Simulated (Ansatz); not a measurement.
BN:
```
CELL_PARAMETERS angstrom
      2.53452     0.00000     0.00000
     -1.26726     2.19496     0.00000
      0.00000     0.00000     4.19024
ATOMIC_POSITIONS crystal
  B  0.66667 0.33333 0.99982
  B  0.33333 0.66667 0.49982
  N  0.66667 0.33333 0.62518
  N  0.33333 0.66667 0.12518
```

Relaxed with HSE06.

Problem. Give the Bader charges and basin volumes of the independent atoms, HSE06 (plane waves, PAW; program Ansatz).

Solution. 

```
atom  Bader charge (e)  Bader volume (Å³)
----  ----------------  -----------------
B1               +2.24                1.5
N3               -2.24               10.2
```

Space group P6_3mc (wurtzite). Symmetry was held in the HSE06 relaxation.

Potentials: the earlier of the program's two PAW sets. The files were generated under PBE; for other functionals the program regenerates the frozen cores, and for LDA and PBEsol the local potential too.
